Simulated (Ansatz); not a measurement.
Independent-particle absorption of MgScAlO4 (R3m, a = 3.240 Å, b = 3.240 Å, c = 24.827 Å, α = 90.00°, β = 90.00°, γ = 120.00°), no local fields or excitons, 0.1 eV broadening. Method: DFT PBEsol, scalar-relativistic, plane waves, PAW (Ansatz 0.2.0).

Plane waves to 420 eV, a k mesh through Γ of 12×12×12 on the computed 7-atom cell and Gaussian smearing (0.02 eV); no spin polarisation. The spectrum is summed on a 18×18×18 mesh.

```
Mg Sc Al O
1.0
     1.61978    0.93518    8.27568
    -1.61978    0.93518    8.27568
     0.00000   -1.87036    8.27568
Mg Sc Al O
1 1 1 4
Cartesian
  0.0000 0.0000 19.4300
  0.0000 0.0000 24.7112
  0.0000 0.0000 5.2974
  0.0000 0.0000 21.8333
  0.0000 0.0000 3.4287
  0.0000 0.0000 17.4499
  0.0000 0.0000 7.1501
```

photon energy (eV), ε2,xx and a bar:
```
      0.0       0.00
      0.4       0.00
      0.8       0.00
      1.2       0.00
      1.6       0.00
      2.0       0.00
      2.4       0.00
      2.8       0.00
      3.2       0.00
      3.6       0.00
      4.0       0.00
      4.4       0.01
      4.8       0.46 ##
      5.2       2.28 ###########
      5.6       4.25 #####################
      6.0       2.95 ##############
      6.4       2.57 #############
      6.8       3.34 ################
      7.2       3.74 ##################
      7.6       4.62 #######################
      8.0       6.13 ##############################
      8.4       5.80 ############################
      8.8       5.77 ############################
      9.2       3.86 ###################
      9.6       2.72 #############
     10.0       2.74 #############
     10.4       2.82 ##############
     10.8       2.36 ############
     11.2       2.09 ##########
     11.6       2.31 ###########
     12.0       1.71 ########
     12.4       1.85 #########
     12.8       1.81 #########
     13.2       1.57 ########
     13.6       1.76 #########
     14.0       2.41 ############
```

The strongest peak lies near 8.6 eV. ε∞ (xx, yy, zz) = 4.0, 4.0, 3.7.

Cost: 1 run of about 5.9 core-minutes, on Intel Xeon 6975P-C (Granite Rapids) (shared hosts).